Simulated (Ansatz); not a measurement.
**MoSi$_{2}$: strain energy, fitted**

MoSi$_{2}$, I4/mmm, a = 3.202 Å, c = 7.819 Å. Ansatz: r2SCAN, PAW, 500 eV, Γ-centred 12×12×6 mesh on 6 atoms, Gaussian smearing 0.10 eV; no spin polarisation. Series: biaxial strain in the a-b plane, c and atoms relaxed; x is the strain in per cent. y is the free energy over the unstrained cell, V0 = 13.358 Å³/atom.

| x (%) | y (meV/atom) |
| --- | --- |
| -4.5 | ? |
| -3.0 | 40.19 |
| -1.5 | 9.73 |
| 0.0 | 0.00 |
| 1.5 | 9.01 |
| 3.0 | 34.83 |
| 4.5 | 75.57 |

**Question.** Fit y = c2 x² + c3 x³ to the other rows, turn c2 into a modulus, and predict the missing energy.

**Answer.** Least squares on the rows shown. y = 4.1706 x² − 0.097786 x³. In eV per unit strain² c2 is 41.71; M is the biaxial modulus (E = M V0 ε²): 41.71 × 160.2 / (13.358) = 500 GPa. At x = -4.5 the fit asked for gives 93.37 meV/atom. The run gave 92.90 meV/atom, so the fit is 0.47 meV/atom too high, 0.51 % of the span of the series, against an rms of 0.04 meV/atom on the fitted rows. The row lies outside the fitted range. With a term in x⁴ added, a fit to the same known rows predicts 93.67 meV/atom, further off still.

Cost: 7 runs of about 26 core-minutes in all, on Intel Xeon Processor @ 2.50GHz (Skylake/Cascade Lake) (shared hosts).